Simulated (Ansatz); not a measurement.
KPH₂O₄ in space group Fdd2 (No. 43; Pearson symbol oF64), the program Ansatz at the r²SCAN level (PAW). The conduction-band minimum lies at Γ, with 1 equivalent valley. Second derivatives d²E/dk² of the lowest band at one valley (eV·Å²), along Cartesian directions:

```
direction  d²E/dk²
---------  -------
[100]        15.21
[010]        15.28
[001]        13.94
[110]        15.24
[101]        14.58
[011]        14.61
```

Find the principal effective masses, the density-of-states mass and the conductivity mass.

Off-diagonal terms follow from H_xy = H[110] − (H_xx + H_yy)/2, and m*/mₑ = 7.620 eV·Å² over each eigenvalue: 0.50, 0.50, 0.55. One valley's DOS mass (m₁m₂m₃)^(1/3) = 0.51, conductivity mass 3/(Σ 1/mᵢ) = 0.51 mₑ.

What effective density of states Nc follows at 300 K for parabolic valleys?

Nc = 2.509e19 × 1 × (0.51)^(3/2) ≈ 9.1e18 cm⁻³.

The first step of the workflow began from a Materials Project structure, measured or hypothetical; the Crystallography Open Database files this formula in space group No. 43, but the cells were not matched. Its standing as an ambient phase is unchecked. The r²SCAN relaxation kept the symmetry of its start; its stability against distortions is not shown here.

Potentials: the earlier of the program's two PAW sets. The files were generated under PBE; for other functionals the program regenerates the frozen cores, and for LDA and PBEsol the local potential too.

Edges and masses are those of Kohn–Sham bands, whose gap is no quasiparticle gap.
